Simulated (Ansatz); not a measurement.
Mn3GeN (anti-perovskite, space group No. 221) is relaxed with the program Ansatz at the PBE level (PAW). What lattice parameters of the conventional cell result?

a = 3.765 Å.

These are the values of the symmetrised cell.

Is it a metal or does it have a gap at this level?

No gap at this level.

Space group Pm-3m (anti-perovskite). The start of the workflow was typed in or built on a structure type; neither database checked (COD, Materials Project) lists it. Its standing as an ambient phase is unchecked. Symmetry was held in the PBE relaxation; its stability against distortions is not shown here. Magnetic state: ferromagnetic, the only order run, not a proven ground state. No Hubbard U is applied. Scalar-relativistic: spin–orbit coupling is off unless named, which matters more the heavier the elements.

Potentials: the earlier of the program's two PAW sets.
